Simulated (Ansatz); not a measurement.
The relaxed structure here is a generated cell of Ga2O3: the first start was made by placing the elements on the sites of a structure type, and the end was not matched to a known phase here, so it may be hypothetical. Known forms of Ga2O3 include space group No. 12, 167.

The end point of a relaxation of Ga2O3. Space group Ia-3 (No. 206), bixbyite type. The numbers are results of r2SCAN (plane waves to 500 eV, PAW, scalar-relativistic; Ansatz, an electronic-structure program), not measurements.

```cif
data_Ga32O48
_chemical_formula_sum 'Ga32 O48'
_space_group_name_H-M_alt 'Ia-3'
_space_group_IT_number 206
_space_group_name_Hall '-I 2b 2c 3'
_cell_length_a 9.26369
_cell_length_b 9.26369
_cell_length_c 9.26369
_cell_angle_alpha 90.000
_cell_angle_beta 90.000
_cell_angle_gamma 90.000
loop_
_atom_site_label
_atom_site_type_symbol
_atom_site_symmetry_multiplicity
_atom_site_Wyckoff_symbol
_atom_site_fract_x
_atom_site_fract_y
_atom_site_fract_z
_atom_site_occupancy
Ga1 Ga 8 b 0.25000 0.25000 0.25000 1
Ga2 Ga 24 d 0.00000 0.25000 0.46407 1
O1 O 48 e 0.11064 0.34187 0.11509 1
```
(The calculation used a cell of 40 atoms; values per cell refer to that cell.)

### Question
What band gap does r2SCAN give?

### Answer
3.26 eV, indirect (valence top at N, conduction bottom at Γ) (no spin-orbit coupling).

### Question
Estimate the smallest direct gap that r2SCAN returns for this input.

### Answer
3.36 eV at Γ.

No spin polarisation in the result.

The run could not lose the symmetry of its start: the end is stationary, and may be a saddle point rather than a minimum.
